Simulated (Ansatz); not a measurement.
A geometry of Al away from equilibrium: step 2 of the relaxation of a generated trial cell of Al in the AFLOW prototype A_oP8_62_2c (A_c). These are r2SCAN (plane waves to 500 eV, PAW, scalar-relativistic; Ansatz, a program for electronic structure) values and carry that method's errors. Γ-centred k-mesh 7×10×10 on the run's cell, Fermi–Dirac smearing 0.05 eV. The plane waves were selected for a different cell earlier on the path.

```yaml
crystal:
  lattice:
    - [6.34236, 0.00000, 0.00000]
    - [0.00000, 4.64391, 0.00000]
    - [0.00000, 0.00000, 4.75470]
  atoms:
    - { symbol: Al, position: [0.49042, 0.25000, 0.31096] }
    - { symbol: Al, position: [0.99042, 0.25000, 0.18904] }
    - { symbol: Al, position: [0.50958, 0.75000, 0.68904] }
    - { symbol: Al, position: [0.00958, 0.75000, 0.81096] }
    - { symbol: Al, position: [0.19010, 0.25000, 0.68453] }
    - { symbol: Al, position: [0.69010, 0.25000, 0.81547] }
    - { symbol: Al, position: [0.80990, 0.75000, 0.31547] }
    - { symbol: Al, position: [0.30990, 0.75000, 0.18453] }
```

Problem. What forces act on the atoms (eV/Å)?

Solution. 
```tsv
atom	Fx	Fy	Fz
Al1	0.62	0.00	-0.08
Al2	0.62	0.00	0.08
Al3	-0.62	0.00	0.08
Al4	-0.62	0.00	-0.08
Al5	0.36	0.00	0.27
Al6	0.36	0.00	-0.27
Al7	-0.36	0.00	-0.27
Al8	-0.36	0.00	0.27
```

The path ends in I4/mmm (No. 139) (AFLOW prototype A_tI2_139_a (A_a)). No spin polarisation in the result.

The run could not lose the symmetry of its start, so the end can be a saddle point.

The end of the path is a generated cell of Al: the first start was made by placing the elements on the sites of a structure type, and the end was not matched to a known phase here, so it may be hypothetical. Known forms of Al include space group No. 225.
